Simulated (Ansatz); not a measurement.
A geometry of Si2Mo away from equilibrium: step 2 of the relaxation of a relaxed Si2Mo cell shaken by Gaussian noise of σ = 0.08 Å a coordinate. Calculation: r2SCAN (plane waves to 500 eV, PAW, scalar-relativistic; Ansatz, an electronic-structure program). Γ-centred k-mesh 6×6×4 on the run's cell (coarser than for final values), Fermi–Dirac smearing 0.05 eV.

```xyz
9
Lattice="4.5553 0.0138 0.0261 -2.2657 3.9635 -0.0621 0.0374 -0.0812 6.5538" Properties=species:S:1:pos:R:3 pbc="T T T"
Mo     2.1944     0.0528     0.0070
Mo     1.1522     1.9146     2.2293
Mo    -1.0803     1.9559     4.3498
Si    -0.0627     1.3119     0.0180
Si     3.4403     0.5815     2.2146
Si     1.1544     3.3131     4.3407
Si     2.2199     2.7112     0.0105
Si    -1.1107     3.2467     2.1687
Si     1.1201     0.6481     4.4167
```

**Question.** Predict the force on each atom, in eV/Å.

**Answer.** 
```csv
atom,Fx,Fy,Fz
Mo1,1.10,-0.61,0.72
Mo2,-0.12,0.78,-0.99
Mo3,-1.16,-0.28,0.43
Si4,0.02,0.26,-0.06
Si5,0.00,0.27,0.07
Si6,0.39,-0.12,0.17
Si7,0.07,-0.17,-0.14
Si8,-0.35,0.15,0.09
Si9,0.05,-0.28,-0.29
```

**Question.** What is the pressure?

**Answer.** +2.8 GPa, compression positive.

**Question.** How far above the relaxed end point is this geometry?

**Answer.** 0.03 eV/atom; the path ends in P6₂22 (No. 180) (AFLOW prototype AB2_hP9_180_d_j (C40, as in CrSi2)).

No spin polarisation in the result.

The first start was generated by placing the elements on the sites of a structure type. Materials Project lists a structure of Si2Mo in the same space group, P6₂22 (No. 180); the sites were not compared with it, nor with measured phases. Known forms of Si2Mo include space group No. 139.
